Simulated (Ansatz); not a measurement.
**Response of MgMo to small distortions**

```yaml
crystal:
  lattice:
    - [1.40785, -0.81282, 4.87623]
    - [0.00000, 1.62565, 4.87623]
    - [-1.40785, -0.81282, 4.87623]
  atoms:
    - { symbol: Mg, position: [0.00000, 0.00000, 0.00000] }
    - { symbol: Mo, position: [0.50000, 0.50000, 0.50000] }
```

Atom numbers follow the list: Mg1, Mo2.

The structure comes from a relaxation in the same program, started in the L11 type, and has space group R-3m. Whether it is a known phase or the ground state wasn't checked.

The calculation used DFT, PBEsol, PAW with Ansatz's default frozen-core files, scalar-relativistic in Ansatz 0.2.0.

Sampling and basis: a Γ-centred 13×13×13 k mesh, Fermi–Dirac smearing of 0.03 eV, cutoff 420 eV, no spin polarisation; the PAW files were made with PBE, and the program remakes their frozen cores for this functional.

The unchanged cell is at 0.00 GPa.

In a metal, stresses and small energies carry noise from the k mesh.

x, y and z are the Cartesian axes of the cell as listed; fractional coordinates follow a strain, and an engineering shear is twice the off-diagonal strain component.

(1) One change gave: energy change -3.2 meV/atom; stress change (xx, yy, zz, yz, xz, xy) -0.17, 0.77, -0.19, 0.00, -1.10, 1.06 GPa, compression positive. Which change was it?
A. atom 1 (Mg) moved by (0.0289, 0.0289, 0.0289) Å
B. z strained by +3 % at fixed volume
C. xy engineering shear strain of +4 %

Results:

(1) C. For z strained by +3 % at fixed volume: energy change +17.1 meV/atom; stress change (xx, yy, zz, yz, xz, xy) 4.65, 4.65, -6.33, 0.00, 0.00, 0.00 GPa, compression positive. For atom 1 (Mg) moved by (0.0289, 0.0289, 0.0289) Å: energy change +1.9 meV/atom; stress change (xx, yy, zz, yz, xz, xy) 0.04, 0.00, 0.11, 0.03, 0.06, 0.02 GPa, compression positive; change of the force on Mg1 (-0.038, -0.038, -0.181) eV/Å.
